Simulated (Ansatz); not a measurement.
Method: DFT PBE, scalar-relativistic, plane waves, PAW (Ansatz). All cells share a 420 eV cutoff and Γ-centred k meshes spaced at most about 0.3 Å⁻¹ (about 0.25 or finer for metals, 2π included). Collinear spin in cells that started with moments and kept them past the coarse steps, no spin elsewhere.

Temperature and zero-point effects are left out.

Compare these two cells of Sc3Te2, each relaxed at this level.

A. (site moments under 0.1 μB)

```yaml
crystal:
  lattice:
    - [3.92210, 0.00000, 0.00000]
    - [0.00000, 3.92210, 0.00000]
    - [0.00000, 0.00000, 9.00069]
  atoms:
    - { symbol: Sc, position: [0.50000, 0.50000, 0.83682] }
    - { symbol: Sc, position: [0.50000, 0.50000, 0.16318] }
    - { symbol: Sc, position: [0.50000, 0.50000, 0.50000] }
    - { symbol: Te, position: [0.00000, 0.00000, 0.00000] }
    - { symbol: Te, position: [0.00000, 0.00000, 0.50000] }
```

B. (site moments Sc 0.3 (×3) μB)

```yaml
crystal:
  lattice:
    - [6.89399, 0.00000, 0.00000]
    - [-3.44700, 5.97037, 0.00000]
    - [0.00000, 0.00000, 4.26968]
  atoms:
    - { symbol: Sc, position: [0.50000, 0.00000, 0.00000] }
    - { symbol: Sc, position: [0.00000, 0.50000, 0.00000] }
    - { symbol: Sc, position: [0.50000, 0.50000, 0.00000] }
    - { symbol: Te, position: [0.33333, 0.66667, 0.50000] }
    - { symbol: Te, position: [0.66667, 0.33333, 0.50000] }
```

Problem. Which form is favoured at zero pressure, and by what margin per atom?

Solution. A is lower, by 22 meV/atom. A has space group P4/mmm (No. 123), 27.7 Å³/atom and no gap on its mesh; B has space group P6/mmm (No. 191), 35.1 Å³/atom and no gap. Their magnetic states differ too. The denser one is the lower, and pressure would at first widen the difference. In A, Sc on a site of symmetry 4mm has 2 Sc at 2.94–3.03 Å and 4 Te at 3.14 Å; Sc on a site of symmetry 4/mmm is surrounded by 4 Te at 2.77 Å and 2 Sc at 3.03 Å; around Te on its first site lie 8 Sc at 3.14 Å; 1 more site not described. In B, around Sc lie 4 Te at 2.92 Å and 4 Sc at 3.45 Å; Te is surrounded by 6 Sc at 2.92 Å. Both come from invented guesses. A third cell relaxed alike, in P-6m2, lies 229 meV/atom below the lower of the two.

These runs have no spin–orbit coupling, which can matter for Te. The magnetic state reached may not be the lowest. Cells relaxed within their symmetry can be saddle points. Some candidate types were left out of the draw beforehand, so a known form may be missing.
